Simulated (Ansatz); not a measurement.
Computed with DFT PBE, scalar-relativistic, plane waves, PAW in Ansatz. Settings: cutoff 420 eV, Γ-centred meshes spaced at most about 0.3 Å⁻¹, and about 0.25 Å⁻¹ or finer for metals (2π included), Gaussian smearing. Collinear spin in cells that started with moments and kept them past the coarse steps, no spin elsewhere.

Each of these unrelaxed guesses is relaxed in cell and atoms within its symmetry. A guess keeps its type if space group and coordination stay and the shape of the cell changes little (axis ratios within about 15 %, angles within 6°); the volume may change.

1. MgCd3S4

```
CELL_PARAMETERS angstrom
-2.84091 2.84091 5.68183
2.84091 -2.84091 5.68183
2.84091 2.84091 -5.68183
ATOMIC_POSITIONS crystal
Mg 0.00000 0.00000 0.00000
Cd 0.50000 0.50000 0.00000
Cd 0.75000 0.25000 0.50000
Cd 0.25000 0.75000 0.50000
S 0.75000 0.75000 0.00000
S 0.25000 0.25000 0.00000
S 0.50000 0.00000 0.50000
S 0.00000 0.50000 0.50000
```

2. Mg3MoBr2 (collinear spin from parallel moments)

```
CELL_PARAMETERS angstrom
4.23845 0.00000 0.00000
0.00000 4.23845 0.00000
0.00000 0.00000 7.61370
ATOMIC_POSITIONS crystal
Mg 0.50000 0.50000 0.75141
Mg 0.50000 0.50000 0.24859
Mg 0.00000 0.00000 0.00000
Mo 0.50000 0.50000 0.50000
Br 0.00000 0.00000 0.50000
Br 0.50000 0.50000 0.00000
```

3. ScSi2O3

```
CELL_PARAMETERS angstrom
5.25342 0.00000 0.00000
-2.62671 4.54960 0.00000
0.00000 0.00000 3.00940
ATOMIC_POSITIONS crystal
Sc 0.00000 0.00000 0.00000
Si 0.33333 0.66667 0.00000
Si 0.66667 0.33333 0.00000
O 0.50000 0.00000 0.50000
O 0.50000 0.50000 0.50000
O 0.00000 0.50000 0.50000
```

Q: Which keep their type?

A: Guesses 1 and 3 keep their type.

```
guess  kept  start group  end group  V start (Å³/atom)  V end  b/a and c/a, end over start  nearest neighbours start  nearest neighbours end
    1   yes       I4/mmm     I4/mmm               22.9   20.1                   1.00, 1.00           Cd 6, Mg 6, S 6         Cd 6, Mg 6, S 6
    2    no       P4/mmm     P4/mmm               22.8   29.2                   1.00, 1.73      Br 2/4, Mg 2/4, Mo 2    Br 4/6, Mg 2/4, Mo 6
    3   yes       P6/mmm     P6/mmm               12.0   11.8                   1.00, 0.99          O 4, Sc 20, Si 6        O 4, Sc 20, Si 6
```

Neighbours count within 15 % of an atom's shortest distance; end groups are read at 0.02 Å (0.05 Å in metals).

In ScSi2O3 P6/mmm an odd number of electrons in the primitive cell allows no gap without spin; a larger cell or a magnetic state could open one. Another magnetic order may lie lower. Cells relaxed within their symmetry can be saddle points.

In counts of neighbours, a slash parts the counts of unlike sites.
